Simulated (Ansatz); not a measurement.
BeSe (zinc blende, space group No. 216) at seven volumes, plane-wave PAW PBE (Ansatz code), scaled uniformly. One row is withheld.

```csv
V (Å³/atom),P (GPa)
15.789,8.51
16.310,5.25
16.830,?
17.351,0.00
17.871,-2.09
18.392,-3.90
18.912,-5.47
```

### Question
Fit the shown pressures and predict the withheld one.

### Answer
P = (3/2)B₀(x^(7/2) − x^(5/2))[1 + (3/4)(B′ − 4)(x − 1)] with x = (V₀/V)^(2/3). Least squares on the six rows gives V₀ = 17.352 Å³/atom, B₀ = 75.1 GPa, B′ = 3.88. At V = 16.830, x = 1.0206 and P = 2.43 GPa. The run itself gave 2.43 GPa.

Space group F-43m (zinc blende). The PBE relaxation kept the symmetry of its start.

Potentials: the later of the program's two PAW sets.
